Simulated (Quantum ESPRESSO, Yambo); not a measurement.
## Quasiparticle gap of CaI2

```
CELL_PARAMETERS angstrom
      4.43220     0.00000     0.00000
     -2.21610     3.83840     0.00000
      0.00000     0.00000     6.91955
ATOMIC_POSITIONS crystal
  Ca 0.00000 0.00000 0.00000
  I  0.33333 0.66667 0.25745
  I  0.66667 0.33333 0.74255
```

Cell and atoms were relaxed with PBE+D3(BJ) from Materials Project entry mp-30031, within its symmetry.

Starting point: PBEsol (Quantum ESPRESSO, PseudoDojo norm-conserving, 70 Ry, without SOC). G0W0 in Yambo: 3×3×2 Γ-centred k mesh, 224 bands and a 8 Ry block in the screening, 224 bands in G with the Bruneval-Gonze terminator, plasmon pole fitted at 27.2 eV.

```yaml
PBEsol gap along the band path: 3.33 eV
PBEsol gap between the mesh's edge points (Γ → (0, 0.333, 0)): 3.54 eV
G0W0 gap between the same points: 5.85 eV
PBEsol smallest direct gap on the mesh (at Γ): 4.07 eV
G0W0 direct gap at that point: 5.93 eV
estimate of the fundamental G0W0 gap (path gap plus the correction; the mesh misses a band edge): 5.64 eV
```

```
k point        band  E PBEsol (eV)  E QP (eV)  shift (eV)     Z
-------------  ----  -------------  ---------  ----------  ----
Γ                VB           0.00      -1.27       -1.27  0.81
Γ                CB           4.07       4.66        0.59  0.83
A                VB          -0.38      -1.71       -1.33  0.81
A                CB           4.18       5.31        1.13  0.82
(0, 0.333, 0)    VB          -0.67      -1.96       -1.28  0.81
(0, 0.333, 0)    CB           3.54       4.58        1.04  0.82
K                VB          -1.23      -2.64       -1.41  0.80
K                CB           4.46       5.64        1.18  0.82
H                VB          -0.79      -2.08       -1.29  0.81
H                CB           4.66       5.98        1.31  0.81
```

Energies count from the PBEsol valence-band maximum.

Nearest settings tried, and what they do to the gap: 139 bands in G: -3 meV; 139 bands in W, 139 bands in G: -10 meV; 7 Ry block (287 vectors against 311): -11 meV; 3×3×1 mesh: -70 meV. So the settings aren't converged at that level. The k mesh is coarse.

Spin-orbit coupling is left out, which matters for elements this heavy: edges can move by tenths of an eV.
